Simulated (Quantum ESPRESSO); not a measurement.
# Al2ZnSiN4: input and log of a self-consistent run

A calculation, not a measurement. The program is pw.x of Quantum ESPRESSO 7.5 (plane-wave density functional theory). The cell is made up: 8 atoms on a wurtzite lattice, with randomly drawn elements, strain and displacements, not relaxed. PseudoDojo standard norm-conserving files (v0.5 for PBE, v0.4.1 for LDA and PBEsol) set the functional; there is no spin polarisation, spin-orbit coupling or dispersion term, and the masses in the input are unused placeholders.

Input:

```
&control calculation='scf', pseudo_dir='./dojo.nc.sr.pbe.v0_5.standard.upf', outdir='./o', disk_io='medium', tprnfor=.true., tstress=.true. /
&system ibrav=0, nat=8, ntyp=4, nbnd=31, ecutwfc=84.00895049, nosym=.true., tot_charge=0,
 occupations='smearing', smearing='fd', degauss=0.0018374661
/
&electrons conv_thr=7.350e-09, electron_maxstep=60, /
ATOMIC_SPECIES
Al 1.0 Al.upf
N 1.0 N.upf
Si 1.0 Si.upf
Zn 1.0 Zn.upf
CELL_PARAMETERS angstrom
3.1242 -0.0186 0.0337
-0.0321 5.3802 -0.0311
0.055 -0.0293 5.1278
ATOMIC_POSITIONS angstrom
Al 0.1955 0.1698 -0.1477
Zn 1.4695 2.7087 0.0345
Al 1.522 0.9725 2.6357
Si 0.0336 3.6331 2.4372
N -0.0886 -0.0415 2.008
N 1.5608 2.6468 1.992
N 1.8369 0.9534 4.4571
N -0.1306 3.453 4.5641
K_POINTS automatic
6 4 4 1 1 1
```

The log is shortened where brackets say so; the opening notice, blank lines, dates and the lines on written files are dropped, and the path of the files is cut. It prints rydbergs, bohrs and kilobars, and counts compression as positive stress.

```
     Program PWSCF v.7.5
     Parallel version (MPI & OpenMP), running on       1 processor cores
     Number of MPI processes:                 1
     Threads/MPI process:                     1
     [start-up lines left out]
     bravais-lattice index     =            0
     lattice parameter (alat)  =       5.9043  a.u.
     unit-cell volume          =     581.5475 (a.u.)^3
     number of atoms/cell      =            8
     number of atomic types    =            4
     number of electrons       =        50.00
     number of Kohn-Sham states=           31
     kinetic-energy cutoff     =      84.0090  Ry
     charge density cutoff     =     336.0358  Ry
     scf convergence threshold =      7.3E-09
     mixing beta               =       0.7000
     number of iterations used =            8  plain     mixing
     Exchange-correlation= PBE
                           (   1   4   3   4   0   0   0)
     [axes and pseudopotential details left out]
   Cartesian axes
     site n.     atom                  positions (alat units)
         1        Al     tau(   1) = (   0.0625713   0.0543458  -0.0472725  )
         2        Zn     tau(   2) = (   0.4703247   0.8669402   0.0110420  )
         3        Al     tau(   3) = (   0.4871277   0.3112561   0.8435759  )
         4        Si     tau(   4) = (   0.0107539   1.1628014   0.7800445  )
         5        N      tau(   5) = (  -0.0283571  -0.0132824   0.6426758  )
         6        N      tau(   6) = (   0.4995460   0.8471286   0.6375548  )
         7        N      tau(   7) = (   0.5879139   0.3051430   1.4265290  )
         8        N      tau(   8) = (  -0.0417995   1.1051591   1.4607751  )
     number of k points=    48  Fermi-Dirac smearing, width (Ry)=  0.0018
                       cart. coord. in units 2pi/alat
        k(    1) = (   0.0829609   0.0735236   0.0756945), wk =   0.0416667
        k(    2) = (   0.0813227   0.0743945   0.2280453), wk =   0.0416667
     [further k points left out]
     Dense  grid:    60501 G-vectors     FFT dimensions: (  36,  60,  60)
     Estimated max dynamical RAM per process >      75.59 MB
     Initial potential from superposition of free atoms
     starting charge      49.9943, renormalised to      50.0000
     Starting wfcs are   38 randomized atomic wfcs
     total cpu time spent up to now is        8.9 secs
     per-process dynamical memory:    51.0 Mb
     Self-consistent Calculation
     iteration #  1     ecut=    84.01 Ry     beta= 0.70
     Davidson diagonalization with overlap
     ethr =  1.00E-02,  avg # of iterations =  3.0
     total cpu time spent up to now is       28.8 secs
     total energy              =    -518.11685808 Ry
     estimated scf accuracy    <       2.32195652 Ry
     iteration #  2     ecut=    84.01 Ry     beta= 0.70
     Davidson diagonalization with overlap
     ethr =  4.64E-03,  avg # of iterations =  2.6
     total cpu time spent up to now is       52.6 secs
     total energy              =    -518.67749811 Ry
     estimated scf accuracy    <       2.44371009 Ry
     iteration #  3     ecut=    84.01 Ry     beta= 0.70
     Davidson diagonalization with overlap
     ethr =  4.64E-03,  avg # of iterations =  2.0
     total cpu time spent up to now is       67.7 secs
     total energy              =    -519.12572502 Ry
     estimated scf accuracy    <       0.14323710 Ry
     iteration #  4     ecut=    84.01 Ry     beta= 0.70
     Davidson diagonalization with overlap
     ethr =  2.86E-04,  avg # of iterations =  3.5
     total cpu time spent up to now is       88.7 secs
     total energy              =    -519.15624550 Ry
     estimated scf accuracy    <       0.00744635 Ry
     iteration #  5     ecut=    84.01 Ry     beta= 0.70
     Davidson diagonalization with overlap
     ethr =  1.49E-05,  avg # of iterations =  9.5
     total cpu time spent up to now is      114.5 secs
     total energy              =    -519.15770194 Ry
     estimated scf accuracy    <       0.00288752 Ry
     [iterations 6 to 8 left out]
     iteration #  9     ecut=    84.01 Ry     beta= 0.70
     Davidson diagonalization with overlap
     ethr =  2.23E-08,  avg # of iterations =  3.0
     total cpu time spent up to now is      194.9 secs
     total energy              =    -519.15817657 Ry
     estimated scf accuracy    <       0.00000245 Ry
     iteration # 10     ecut=    84.01 Ry     beta= 0.70
     Davidson diagonalization with overlap
     ethr =  4.90E-09,  avg # of iterations =  2.0
     total cpu time spent up to now is      210.4 secs
     total energy              =    -519.15817679 Ry
     estimated scf accuracy    <       0.00000064 Ry
     iteration # 11     ecut=    84.01 Ry     beta= 0.70
     Davidson diagonalization with overlap
     ethr =  1.27E-09,  avg # of iterations =  2.0
     total cpu time spent up to now is      225.6 secs
     total energy              =    -519.15817685 Ry
     estimated scf accuracy    <       0.00000008 Ry
     iteration # 12     ecut=    84.01 Ry     beta= 0.70
     Davidson diagonalization with overlap
     ethr =  1.68E-10,  avg # of iterations =  2.0
     total cpu time spent up to now is      244.5 secs
     total energy              =    -519.15817688 Ry
     estimated scf accuracy    <          8.6E-09 Ry
     iteration # 13     ecut=    84.01 Ry     beta= 0.70
     Davidson diagonalization with overlap
     ethr =  1.73E-11,  avg # of iterations =  2.2
     total cpu time spent up to now is      263.2 secs
     End of self-consistent calculation
     [lines on levels left out]
!    total energy              =    -519.15817688 Ry
     estimated scf accuracy    <          1.3E-09 Ry
     smearing contrib. (-TS)   =      -0.00000000 Ry
     internal energy E=F+TS    =    -519.15817688 Ry
     The total energy is F=E-TS. E is the sum of the following terms:
     one-electron contribution =    -432.80498731 Ry
     hartree contribution      =     240.90356012 Ry
     xc contribution           =     -77.36211913 Ry
     ewald contribution        =    -249.89463057 Ry
     convergence has been achieved in  13 iterations
     Forces acting on atoms (cartesian axes, Ry/au):
     atom    1 type  1   force =    -0.03539581   -0.11000139    0.02937088
     atom    2 type  4   force =    -0.10497643   -0.00421263    0.01009178
     atom    3 type  1   force =     0.01082259   -0.08441817    0.01423570
     atom    4 type  3   force =    -0.03814052   -0.03627480    0.12174533
     atom    5 type  2   force =     0.06044585   -0.00042051   -0.03909454
     atom    6 type  2   force =    -0.00432615    0.12605193    0.04331179
     atom    7 type  2   force =    -0.04468487   -0.09412194   -0.00806025
     atom    8 type  2   force =     0.15625533    0.20339750   -0.17160068
     Total force =     0.423691     Total SCF correction =     0.000070
     Computing stress (Cartesian axis) and pressure
          total   stress  (Ry/bohr**3)                   (kbar)     P=       28.34
   0.00037707   0.00009827  -0.00024324           55.47       14.46      -35.78
   0.00009827   0.00030743  -0.00006526           14.46       45.22       -9.60
  -0.00024324  -0.00006526  -0.00010654          -35.78       -9.60      -15.67
     init_run     :      8.23s CPU      8.73s WALL (       1 calls)
     electrons    :    233.20s CPU    254.30s WALL (       1 calls)
     forces       :      2.99s CPU      3.02s WALL (       1 calls)
     stress       :     11.03s CPU     11.09s WALL (       1 calls)
     [timing details left out]
     PWSCF        :   4m15.63s CPU   4m38.18s WALL
     JOB DONE.
```

In other units: free energy -7063.507 eV for the cell, pressure 2.83 GPa, largest force component 5.230 eV/Å. A rerun of this cell at 1437 eV and a 8 x 6 x 6 mesh moved values by no more than 0.002 eV in energy, 0.03 GPa in stress and 0.005 eV/Å in force.